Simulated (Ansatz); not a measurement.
All numbers below come from Ansatz 0.2.0, DFT PBE, scalar-relativistic, plane waves, PAW. Settings: cutoff 420 eV, Γ-centred meshes spaced at most about 0.3 Å⁻¹, and about 0.25 Å⁻¹ or finer for metals (2π included), Gaussian smearing. No spin polarisation in the final relaxations.

These are static total energies at zero pressure.

Two relaxed structures of Cd3Cl3O:

A.

```
Cd Cl O
1.0
     5.35343    0.00000    0.00000
     0.00000    5.35343    0.00000
     0.00000    0.00000    5.35343
Cd Cl O
3 3 1
Direct
  0.50000 0.50000 0.00000
  0.00000 0.50000 0.50000
  0.50000 0.00000 0.50000
  0.50000 0.00000 0.00000
  0.00000 0.50000 0.00000
  0.00000 0.00000 0.50000
  0.50000 0.50000 0.50000
```

B.

```
Cd Cl O
1.0
     3.91161    2.25837    3.12828
    -3.91161    2.25837    3.12828
     0.00000   -4.51673    3.12828
Cd Cl O
3 3 1
Direct
  0.50878 0.06868 0.50878
  0.50878 0.50878 0.06868
  0.06868 0.50878 0.50878
  0.98569 0.98569 0.48268
  0.48268 0.98569 0.98569
  0.98569 0.48268 0.98569
  0.46119 0.46119 0.46119
```

Question: Which is lower in energy, and by how much?

Answer: B is lower, by 61 meV/atom. A has space group Pm-3m (No. 221), 21.9 Å³/atom and no gap on its mesh; B has space group R3m (No. 160), 23.7 Å³/atom and no gap. Counting Cl or O atoms around Cd (for each partner element, those within 1.25 times its shortest distance or 1.15 times the sum of covalent radii, where it is the nearest in units of that sum or under 1.3; a plus sign parts groups by distance over the sum of covalent radii), A has Cd 4+2 and B has Cd 5. The lower one is the more open, so pressure narrows the difference. Both come from invented guesses.

In Pm-3m, R3m an odd number of electrons in the primitive cell allows no gap without spin; a larger cell or a magnetic state could open one. Cells relaxed within their symmetry can be saddle points. The R3m cell of Cd3Cl3O came from shaking the Pm-3m one.
